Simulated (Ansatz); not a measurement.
# Collinear states of ReS

Theory: DFT r2SCAN, scalar-relativistic, plane waves, PAW (Ansatz).

```
Re S
1.0
     0.00000    2.46170    2.46170
     2.46170    0.00000    2.46170
     2.46170    2.46170    0.00000
Re S
1 1
Direct
  0.00000 0.00000 0.00000
  0.50000 0.50000 0.50000
```

- plane-wave cutoff: 500 eV
- Γ-centred k-mesh: 14×14×14
- occupation rule: Gaussian smearing, 0.1 eV
- list of starting moments (μB, in atom order): 3.5 0
- check for lower electronic states after the SCF: off

All runs keep this geometry, which isn't relaxed for the lowest state (largest force there 0.000 eV/Å, pressure 5.3 GPa) and needn't be a stable compound; relaxing each order would shift the differences by some 8 meV/atom, going by the pressures and a bulk modulus of about 150 GPa. A propagation vector, in units of the reciprocal vectors, doubles the cell, which takes an equally dense mesh. Spin–orbit coupling is left out, which for heavy magnetic ions can matter as much as these differences. r2SCAN tends to overstate moments in metals, so a weak moment here may be absent in the real material. Site moments are spin moments in atom-centred spheres that scale with the neighbour distance. The states are those that the runs reached from these starts; a lower one can exist.

```json
{"start": "no spin", "ends": "non-magnetic", "energy above lowest (meV/atom)": "108", "site moments (μB)": "none over 0.05", "gap on mesh (eV)": "metal", "P (GPa)": "-2.5"}
{"start": "large parallel starting moments", "ends": "ferromagnetic", "energy above lowest (meV/atom)": "0.00", "site moments (μB)": "Re +1.43, S +0.07", "gap on mesh (eV)": "metal", "P (GPa)": "5.3"}
{"start": "antiferromagnetic, doubled cell, propagation vector (0, 0, 1/2)", "ends": "antiferromagnetic", "energy above lowest (meV/atom)": "52.5", "site moments (μB)": "Re +0.99, Re -0.99", "gap on mesh (eV)": "metal", "P (GPa)": "1.9"}
```

Cost: 3 runs of about 2.8 core-minutes in all, on Intel Xeon Processor @ 2.50GHz (Skylake/Cascade Lake) (shared hosts).